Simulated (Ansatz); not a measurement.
Input and command of a calculation in Ansatz (plane waves; scalar-relativistic PAW potentials unless the input names others):

```yaml
crystal:
  lattice:
    - [-1.4603713945, 1.4603713945, 5.1540627365]
    - [1.4603713945, -1.4603713945, 5.1540627365]
    - [1.4603713945, 1.4603713945, -5.1540627365]
  atoms:
    - { symbol: B, position: [0.5, 0.5, 0.0] }
    - { symbol: B, position: [0.25, 0.75, 0.5] }
    - { symbol: B, position: [0.75, 0.25, 0.5] }
    - { symbol: As, position: [0.0, 0.0, 0.0] }
basis:
  ecutwfc: "520 ev"
kpoints:
  mp_grid: { grid: [22, 22, 22] }
hamiltonian:
  xc: r2scan
scf:
  occupations: { method: gaussian, width: 0.1 }
  max_iter: 60
output:
  forces: true
  eigenvalues: true
  stress: true
```

```bash
ansatz run input.yaml --threads 1 --pin off --max-ram 2560MiB --backend cpu --events-out ev --progress --plain --runs-dir out
```

Q: What will the program do with this input?

A: The program refuses it, because of a cutoff in the wrong unit (basis.ecutwfc: 500 → "520 ev"). With the sound run's settings it is accepted.

Abridged log:
```
Error: YAML parse error: error: line 12 column 12: unknown unit factor `ev` — a unit is read by its exact case: `eV` is a unit here, `ev` is not
  --> <input>:12:12
   |
10 |     - { symbol: As, position: [0.0, 0.0, 0.0] }
11 | basis:
12 |   ecutwfc: "520 ev"
   |            ^ unknown unit factor `ev` — a unit is read by its exact case: `eV` is a unit here, `ev` is not
13 | kpoints:
14 |   mp_grid: { grid: [22, 22, 22] }
   |
```